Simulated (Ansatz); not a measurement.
ScAl3 (Cu3Au type, Pm-3m), a = 4.071 Å, b = 4.071 Å, c = 4.071 Å, α = 90.00°, β = 90.00°, γ = 90.00°.

This is the PBEsol-relaxed structure.

**Question.** All from plane-wave PAW PBEsol (Ansatz code), unless another level is named. Predict the Debye temperature from the elastic constants.

**Answer.** 631 K.

**Question.** And the elastic constants (relaxed ions, GPa)?

**Answer.** C11 = 189, C12 = 43.1, C44 = 76.8.

The PBEsol relaxation kept the symmetry of its start. The run is not spin-polarised. As this level gives no gap, shear constants depend on the k-mesh and smearing (Fermi–Dirac, 0.1 eV here).

Potentials: the later of the program's two PAW sets.
